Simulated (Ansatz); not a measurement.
A calculation with the code Ansatz. Plane-wave DFT: an element X is put into a periodic supercell of the crystal below and the atoms relax. X is one of the candidates, and is told by the neutral defect's formation energy over the elements (uncorrected), its moments where the run had spin, and its relaxed neighbours, eight at most.

```
cell
1.0
     4.2249    0.0000    0.0000
    -2.1125    3.6589    0.0000
     0.0000    0.0000    6.3641
Lu Al Ge
1 2 2
Direct
  0.0000 0.0000 0.0000
  0.3333 0.6667 0.6504
  0.6667 0.3333 0.3496
  0.3333 0.6667 0.2492
  0.6667 0.3333 0.7508
```

- host atoms in supercell: 30
- functional: PBEsol
- wave cutoff: 420 eV
- k mesh: 4, 3, 3
- k shift: 0.5, 0, 0 mesh steps
- gaussian smearing: 0.05 eV
- start displacement: 0.05 angstrom
- electrons started on: no chosen atoms
- candidate elements: O, F, Na, Cu, Sr, Ba
- found formation energy: -2.681 eV
- found largest move from host sites: 0.881 angstrom

```json
{"supercell vector": "A", "supercell times a (host cell vectors)": "2", "supercell times b (host cell vectors)": "1", "supercell times c (host cell vectors)": "0"}
{"supercell vector": "B", "supercell times a (host cell vectors)": "1", "supercell times b (host cell vectors)": "2", "supercell times c (host cell vectors)": "1"}
{"supercell vector": "C", "supercell times a (host cell vectors)": "1", "supercell times b (host cell vectors)": "-1", "supercell times c (host cell vectors)": "1"}
```

| change element | change kind | change place a (host cell vectors) | change place b (host cell vectors) | change place c (host cell vectors) |
| --- | --- | --- | --- | --- |
| X | interstitial | 2.1 | 1.55 | 0.9643 |

```
found neighbour element  found neighbour distance (angstrom)
                     Al                                1.848
                     Lu                                2.207
                     Lu                                2.218
                     Lu                                2.219
                     Ge                                2.534
                     Ge                                2.869
                     Ge                                2.869
                     Ge                                2.916
```

Problem. Which element is X?

Solution. O.

Caveats: one random start near the defect, so other minima are possible; the supercell is small.
